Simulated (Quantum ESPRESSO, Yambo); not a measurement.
## Levels of theory for the gap of CaTiF₆

CaTiF6 (space group R-3m, No. 166, within 0.06 Å of Fm-3m): one geometry, one set of norm-conserving LDA (Quantum ESPRESSO, 84 Ry, scalar-relativistic) orbitals, self-energies from Yambo (2×2×2 Γ-centred k mesh, bands 2 to 209 and a 7 Ry block in the screening, 209 bands in G with the Bruneval-Gonze terminator, plasmon pole fitted at 27.2 eV).

The geometry is that of Materials Project entry mp-27315, symmetrised and not relaxed again.

```
level                                                     gap Γ → Γ (eV)                        rough Yambo cost
--------------------------------------------------------  --------------  --------------------------------------
LDA (Quantum ESPRESSO)                                              4.82                                       –
exchange only (Hartree-Fock self-energy on LDA orbitals)           20.92                   about 1/10 (8 states)
static COHSEX@LDA                                                  10.72       within a factor of two (2 states)
G0W0@LDA, plasmon pole                                              9.66                            1 (8 states)
G0W0@LDA, multipole fit to 8 frequencies, no terminator             9.64       within a factor of two (2 states)
G0W0@LDA, plasmon pole, no terminator                               9.83  about 1/8 (2 states, screening reused)
```

Bare exchange has no screening and gives the widest gap; static COHSEX screens it but leaves out the frequency dependence, which G0W0 restores.

Costs are rough ratios of core time on shared machines.

Nearest settings tried, and what they do to the gap: 137 bands in W, 137 bands in G: +4 meV; 6 Ry block (271 vectors against 307): +43 meV. Not varied: mesh. So the settings aren't converged at that level. The k mesh is coarse.
